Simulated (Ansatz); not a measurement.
SnGe4Te4Se:
```
CELL_PARAMETERS angstrom
      2.09146     1.20750    18.58252
     -2.09146     1.20750    18.58252
      0.00000    -2.41501    18.58252
ATOMIC_POSITIONS crystal
  Sn 0.40755 0.40755 0.40755
  Ge 0.80390 0.80390 0.80390
  Ge 0.20353 0.20353 0.20353
  Ge 0.60307 0.60307 0.60307
  Ge 0.00258 0.00258 0.00258
  Te 0.49639 0.49639 0.49639
  Te 0.89604 0.89604 0.89604
  Te 0.29557 0.29557 0.29557
  Te 0.69503 0.69503 0.69503
  Se 0.09984 0.09984 0.09984
```

Relaxed with r²SCAN+D4.

### Question
Give the Bader charges and basin volumes of the independent atoms, the program Ansatz at the r²SCAN+D4 level (PAW).

### Answer


```tsv
atom	Bader charge (e)	Bader volume (Å³)
Sn1	+0.82	26.0
Ge2	+0.46	21.4
Ge3	+0.40	21.6
Ge4	+0.40	21.6
Ge5	+0.41	21.6
Te6	-0.41	34.5
Te7	-0.40	34.3
Te8	-0.40	34.3
Te9	-0.47	36.0
Se10	-0.81	30.2
```

Space group R3m. The first step of the workflow began from a Materials Project structure, measured or hypothetical; the Crystallography Open Database copy checked does not list it. Its standing as an ambient phase is unchecked. The r²SCAN+D4 relaxation kept the symmetry of its start; its stability against distortions is not shown here. Scalar-relativistic: spin–orbit coupling is off unless named, which matters more the heavier the elements.

Potentials: the later of the program's two PAW sets.
